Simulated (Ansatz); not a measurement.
All numbers below come from Ansatz, DFT PBE, scalar-relativistic, plane waves, PAW. Settings: cutoff 420 eV, Γ-centred meshes spaced at most about 0.3 Å⁻¹, and about 0.25 Å⁻¹ or finer for metals (2π included), Gaussian smearing. No spin polarisation in the final relaxations.

Temperature and zero-point effects are left out.

Two relaxed structures of LiTaO₂:

A.

```xyz
4
Lattice="3.6949 0.0000 0.0000 -1.8474 3.1998 0.0000 0.0000 0.0000 5.6983" Properties=species:S:1:pos:R:3 pbc="T T T"
Li    0.0000    0.0000    2.8491
Ta    0.0000    0.0000    0.0000
O     0.0000    2.1332    0.0000
O     1.8474    1.0666    0.0000
```

B.

```xyz
4
Lattice="3.6194 -4.4503 0.0000 3.6194 4.4503 0.0000 0.0000 0.0000 3.0485" Properties=species:S:1:pos:R:3 pbc="T T T"
Li    0.0000    0.0000    0.0000
Ta    3.6194    0.0000    0.0000
O     5.4680    0.0000    0.0000
O     1.7707    0.0000    0.0000
```

Question: Which would you expect to be lower, and how large is the difference?

Answer: A is lower, by 93 meV/atom. A has space group P6/mmm (No. 191), 16.8 Å³/atom and no gap on its mesh; B has space group Cmmm (No. 65), 24.6 Å³/atom and no gap. Counting O atoms around Li and Ta (those within 1.25 times the shortest such distance or 1.15 times the sum of covalent radii; the shortest distance is added where it exceeds 1.18 times the sum of covalent radii), A has Li 12 from 3.6 Å, Ta 6 and B has Li 2, Ta 2. Both come from invented guesses. A third cell relaxed alike, in R-3m, lies 1.00 eV/atom below the lower of the two.

No dispersion correction is applied, so the spacing and binding between layers, chains or molecules are poorly described (Cmmm), and this can change margins and order among such cells. Spin–orbit coupling, which can matter for Ta, is left out. The zero gap of P6/mmm may come from the functional, which often closes small gaps, or the cell may be a true semimetal. Cells relaxed within their symmetry can be saddle points.
